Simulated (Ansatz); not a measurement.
Zr$_{2}$Rh:
```
Zr2Rh
1.0
   -3.24473     3.24473     2.83139
    3.24473    -3.24473     2.83139
    3.24473     3.24473    -2.83139
Rh Zr
2 4
Direct
  0.25000   0.25000   0.00000
  0.75000   0.75000   0.00000
  0.66735   0.16735   0.83471
  0.16735   0.33265   0.50000
  0.33265   0.83265   0.16529
  0.83265   0.66735   0.50000
```

This is the r²SCAN-relaxed structure.

All from plane-wave PAW r²SCAN (Ansatz code), unless another level is named. Give the density of states at the Fermi level.

1.4 states/eV per atom (mean over ±0.08 eV).

Predict the formation energy from the elements (no fitted shifts).

-0.59 eV/atom.

Space group I4/mcm. The workflow started from an entry of the Crystallography Open Database (COD). Its standing as an ambient phase is unchecked. The cell was relaxed with r²SCAN under the symmetry of its start; whether a distortion lowers the energy is not shown. The run is not spin-polarised. The references are the lowest solids computed at this level, not always the standard phases. Scalar-relativistic: spin–orbit coupling is off unless named, which matters more the heavier the elements.

Potentials: the later of the program's two PAW sets.
